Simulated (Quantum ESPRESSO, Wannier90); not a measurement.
# Wannierisation of YSF (P4/nmm)

```
CELL_PARAMETERS angstrom
      3.77299     0.00000     0.00000
      0.00000     3.77299     0.00000
      0.00000     0.00000     6.82667
ATOMIC_POSITIONS crystal
  Y  0.00000 0.50000 0.22723
  Y  0.50000 0.00000 0.77277
  S  0.00000 0.50000 0.64557
  S  0.50000 0.00000 0.35443
  F  0.00000 0.00000 0.00000
  F  0.50000 0.50000 0.00000
```

Materials Project entry mp-10086; symmetrised, unrelaxed at this level. Not found in the COD (Crystallography Open Database) copy used, which has the formula in other groups; not checked further. Computed values, not measurements, from PBEsol: Quantum ESPRESSO (norm-conserving PseudoDojo potentials, cutoff 68 Ry, spinors with spin-orbit coupling) on a Γ-centred 4×4×4 mesh, then Wannier90. Density: 8×8×6 mesh, Gaussian smearing 0.01 Ry.

The plane-wave run has 100 bands and 48 electrons a cell. On the energy scale of pw.x, whose zero is arbitrary, the valence-band maximum lies at 9.71 eV.

Isolated groups of bands, relative to the valence-band maximum (bands from 49 on overlap up to the last one computed):

| bands | from (eV) | to (eV) | filling | weight on atomic waves |
|---|---|---|---|---|
| 1–4 | -41.89 | -41.85 | filled | Y 4s 97 % |
| 5–8 | -24.54 | -23.40 | filled | F 2s 73 %, Y 4p 18 %, Y 4d 5 % |
| 9–12 | -22.85 | -22.55 | filled | Y 4p 89 %, F 2s 9 % |
| 13–20 | -21.50 | -21.01 | filled | Y 4p 93 %, F 2s 5 % |
| 21–24 | -12.19 | -10.88 | filled | S 3s 78 %, Y 4d 12 %, Y 5s 7 % |
| 25–36 | -6.83 | -4.32 | filled | F 2p 87 %, Y 4d 7 % |
| 37–48 | -3.67 | 0.00 | filled | S 3p 75 %, Y 4d 15 %, F 2p 5 % |

Input w.win, without the blocks of cell, atoms and k-points (64 lines):

```
num_bands = 76
num_wann = 44
exclude_bands = 1-24
spinors = true
num_iter = 1000
conv_tol = 1.0e-6
conv_window = 4
dis_num_iter = 1000
dis_conv_tol = 1.0e-6
dis_froz_max = 12.38
write_hr = true
write_u_matrices = true
begin projections
f=0.00410,0.49018,0.23159: d
f=0.49283,0.00563,-0.22191: d
f=-0.00231,0.51160,-0.35112: p
f=0.50357,0.01044,0.35848: p
f=-0.00492,0.01072,-0.00333: p
end projections
mp_grid = 4 4 4
```

Question: This input has a fault. Which, and what does the program do?

Answer: wannier90.x -pp stops with:
```
w90_readwrite_get_projections: too few projection functions defined
```
The projections block defines fewer trial orbitals than num_wann. Mended as below, all else unchanged, the run goes through (Ω_I = 55.4 Å²) and follows the plane-wave bands to 18 meV rms (states up to 2.2 eV relative to the valence-band maximum).
```
f=0.49359,0.51093,-0.00215: p
```
